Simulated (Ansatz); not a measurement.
Cs$_{2}$AgSbCl$_{6}$ squeezed and stretched

A database entry relaxed whole under r2SCAN (Fm-3m):

```
Cs Ag Sb Cl
1.0
     0.00000    5.35436    5.35436
     5.35436    0.00000    5.35436
     5.35436    5.35436    0.00000
Cs Ag Sb Cl
2 1 1 6
Direct
  0.25000 0.25000 0.25000
  0.75000 0.75000 0.75000
  0.50000 0.50000 0.50000
  0.00000 0.00000 0.00000
  0.75205 0.24795 0.24795
  0.24795 0.75205 0.24795
  0.24795 0.75205 0.75205
  0.75205 0.24795 0.75205
  0.24795 0.24795 0.75205
  0.75205 0.75205 0.24795
```

The cell was scaled uniformly, its shape held, and the atoms relaxed at each volume with plane-wave PAW DFT (Ansatz 0.2.0; r2SCAN, 500 eV, 6×6×6 Γ-centred mesh, fermi-dirac occupations of width 0.020 eV; no spin, no spin-orbit coupling). One row is withheld.

```tsv
volume (Å³/atom)	energy over the lowest (meV/atom)	pressure (GPa)	gap over mesh and path (eV)
28.859	11.8	2.16	1.494
29.473	5.1	1.36	1.544
30.087	?	?	?
30.701	0.0	0.02	1.637
31.315	0.9	-0.51	1.683
31.929	3.8	-0.98	1.725
32.543	8.4	-1.38	1.767
```

Problem. Fit the pressures of the other rows to the third-order Birch-Murnaghan form.

Solution. With f = [(V₀/V)^(2/3) − 1]/2 and P = 3B₀f(1 + 2f)^(5/2)[1 + 3(B₀′ − 4)f/2], least squares gives V₀ = 30.73 Å³ an atom, B₀ = 28.6 GPa and B₀′ = 6.0; the rows miss the fit by less than 0.01 GPa. The slope of the energies differs from these pressures by less than 0.05 GPa.

Problem. How does the gap move with volume?

Solution. A parabola in ln(V/V₀) through the other rows has the slope dE_g/d ln V = +2.3 eV at V₀, so by B₀ the gap moves by -79 meV a GPa: it narrows under pressure.

Problem. What does the withheld row hold?

Solution. The fit gives 0.64 GPa at 30.087 Å³; the run gave 0.65 GPa and 1.3 meV an atom. Its gap is 1.593 eV, against 1.591 eV from the parabola.

Caveats: the shape of the cell was held; 0 K, fixed nuclei; the symmetry was kept, and this need not be the phase that is stable at 0 K; one mesh for all volumes; r2SCAN gaps lie as a rule under measured ones; the slope of the gap can be off by tens of per cent, more where shallow d levels or spin-orbit coupling act on the edges; no spin-orbit coupling, which narrows gaps of heavier elements; pressure is positive in compression.
